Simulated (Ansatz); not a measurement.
AgW:
```cif
data_AgW
_chemical_formula_sum 'Ag1 W1'
_space_group_name_H-M_alt 'P4/mmm'
_space_group_IT_number 123
_space_group_name_Hall '-P 4 2'
_cell_length_a 2.66610
_cell_length_b 2.66610
_cell_length_c 4.55413
_cell_angle_alpha 90.000
_cell_angle_beta 90.000
_cell_angle_gamma 90.000
loop_
_atom_site_label
_atom_site_type_symbol
_atom_site_symmetry_multiplicity
_atom_site_Wyckoff_symbol
_atom_site_fract_x
_atom_site_fract_y
_atom_site_fract_z
_atom_site_occupancy
Ag1 Ag 1 a 0.00000 0.00000 0.00000 1
W1 W 1 d 0.50000 0.50000 0.50000 1
```

Relaxed at zero pressure with r²SCAN in the plane-wave PAW code Ansatz.

Q: The volume is lowered by 6 % and shape and atoms relax at that volume. What pressure results, and how do the axes share the change?

A: 14.7 GPa; a -1.6 %, b -1.6 %, c -2.9 %; the energy rises by 42 meV/atom.

Q: Give the new structure.

A: 
Space group P4/mmm (No. 123); a = b = 2.6237 Å, c = 4.4202 Å, α = β = γ = 90.00°

```tsv
atom	site	symmetry	x	y	z
Ag	1a	4/mmm	0.0000	0.0000	0.0000
W	1d	4/mmm	0.5000	0.5000	0.5000
```

The phase is kept; no other phase was compared at this pressure.

The start of the workflow was typed in or built on a structure type; neither database checked (COD, Materials Project) lists it. Its standing as an ambient phase is unchecked. The r²SCAN relaxation kept the symmetry of its start; whether a distortion lowers the energy is not shown. No spin polarisation was allowed. Its formation energy is positive at this level, so the cell may be metastable or incomplete. Axis ratios of metals converge slowly with the k-mesh, so a and c are less sure than the volume. Spin–orbit coupling is left out wherever it is not named.

Potentials: the earlier of the program's two PAW sets.
